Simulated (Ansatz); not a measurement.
# A plane-wave run on Cs2Bi

input.yaml (Ansatz 0.2.0)

```yaml
crystal:
  lattice:
    - [0.0, 5.361728, 0.0]
    - [5.361728, 0.0, 0.0]
    - [2.680864, 2.680864, -9.460613]
  atoms:
    - { symbol: Cs, position: [0.5, 0.0, 0.0] }
    - { symbol: Cs, position: [0.0, 0.5, 0.0] }
    - { symbol: Cs, position: [0.329, 0.329, 0.342] }
    - { symbol: Cs, position: [0.671, 0.671, 0.658] }
    - { symbol: Bi, position: [0.138, 0.138, 0.724] }
    - { symbol: Bi, position: [0.862, 0.862, 0.276] }
  symmetry: { tolerance: 0.0003 }
kpoints:
  mp_grid: { grid: [2, 2, 2], shift: [0, 0, 0] }
magnetization:
  spin_polarized: false
scf:
  occupations: { method: fermi_dirac }
hamiltonian:
  pseudopotentials: { kind: paw }
  xc: pbe0
basis:
  ecutwfc: 420
  fft_grid_basis: typed
output:
  forces: true
  stress: true
  eigenvalues: true
  bader: true
  populations: true
  elf: true
  write_potential: true
  volumetric_format: npy
  dos:
    e_range: [-12, 8]
    de: 0.05
    projected: { site_lists: { Bi: [Bi], Cs: [Cs] } }
    method: { smearing: { sigma: 0.1, scheme: gaussian } }
```

Output (shortened):

```
SCF iter   1: F=—  Δρ=3.21e-3  dr2=1.54e-1  reapply=1
SCF iter   2: F=—  Δρ=2.06e-3  dr2=7.67e-2  defer=5
SCF iter   3: F=—  Δρ=6.89e-4  dr2=3.07e-3  defer=1
SCF iter   4: F=—  Δρ=3.04e-4  dr2=1.91e-3
SCF iter   5: F=—  Δρ=1.41e-4  dr2=2.20e-4
SCF iter   6: F=—  Δρ=6.24e-5  dr2=2.48e-5
SCF iter   7: F=—  Δρ=2.68e-5  dr2=5.98e-6
SCF iter   8: F=—  Δρ=8.85e-6  dr2=4.10e-7
SCF iter   9: F=—  Δρ=3.64e-6  dr2=8.43e-8
SCF iter  10: F=—  Δρ=1.20e-6  dr2=4.39e-9
…
hybrid outer 1: dexx = +4.730e-2 eV, tail = 1.21e-4 eV
SCF iter   1: F=—  Δρ=2.07e-5  dr2=5.66e-6
SCF iter   2: F=—  Δρ=1.02e-5  dr2=2.54e-6
SCF iter   3: F=—  Δρ=6.24e-6  dr2=3.19e-7
SCF iter   4: F=—  Δρ=2.54e-6  dr2=1.11e-7  defer=1
SCF iter   5: F=—  Δρ=1.75e-6  dr2=4.23e-8
SCF iter   6: F=—  Δρ=1.40e-6  dr2=4.82e-8
SCF iter   7: F=—  Δρ=5.28e-7  dr2=3.05e-9
SCF iter   8: F=-47493.0073 eV  Δρ=1.66e-7  dr2=4.25e-10
hybrid outer 2: dexx = +1.100e-5 eV, tail = 8.10e-9 eV, Δε = 5.82e-3 eV (about 3.14e-4 eV left of the loop's levels), ΔF = 3.51e-3 eV/Å (tail 6.36e-4)
Free energy (F): -47493.0073 eV
Frozen-core exchange: fock
Harris-Foulkes:  -47493.0073 eV  (|F-HF|=2.18e-11)
Internal energy: -47492.9358 eV  (E = F + TS)
E sigma→0 (E₀):  -47492.9715 eV
Entropy (-TS):   -0.0715 eV (-11.918 meV/atom)
Fermi energy:    6.6532 eV
--- Per-component energies (eV) ---
  E_band       = -536.2652
  E_kinetic    = 1181.9514
  E_local      = -4584.4034  (includes V_loc(G=0)·N_el)
  E_nonlocal   = 1239.6543
  E_hartree    = 1602.0109
  E_xc         = -771.7348
  E_vxc        = -616.2301  (∫ρ·V_xc dr)
  E_exx        = -160.6885  (= α·E_x^exact, valence–valence)
  E_paw        = -41681.7465  (= ΣΔE_a)
  E_vpaw       = -639.8807  (= ΣTr[D̂ρ^β])
  E_aug_tail   = -0.0009  (compensation charges beyond the density's cutoff)
  E_ewald      = -4317.7138
  E_core_change = -0.2643  (= ΣΔE_core)
  E_smearing   = -0.0715  (= −TS)
--- Forces (eV/Å), atoms counted from 1 ---
  atom   1  Cs     0.0000     0.0000     0.0000
  atom   2  Cs     0.0000     0.0000     0.0000
  atom   3  Cs     0.0000     0.0000    -0.0380
  atom   4  Cs     0.0000     0.0000     0.0380
  atom   5  Bi     0.0000     0.0000    -0.3605
  atom   6  Bi     0.0000     0.0000     0.3605
--- Stress (GPa, compression-positive) ---
        2.7183       0.0000       0.0000
        0.0000       2.7183       0.0000
        0.0000       0.0000       3.3478
  P = ⅓ Tr σ = 2.9281 GPa (29.281 kbar)
--- Bader charges: 6 sites ---
  site symbol  charge [e]  shift [e]
     0     Cs      0.5730     0.0000
     1     Cs      0.5730     0.0000
     2     Cs      0.6040     0.0000
     3     Cs      0.6040     0.0000
     4     Bi     -1.1770     0.0000
     5     Bi     -1.1770     0.0000
```

Origin: a known structure type with other elements, at an estimated volume, so it need not be a known compound. Caveats: the exchange threshold is loose for a stress; the SCF threshold is loose for a stress; hybrid functional on a coarse k mesh.
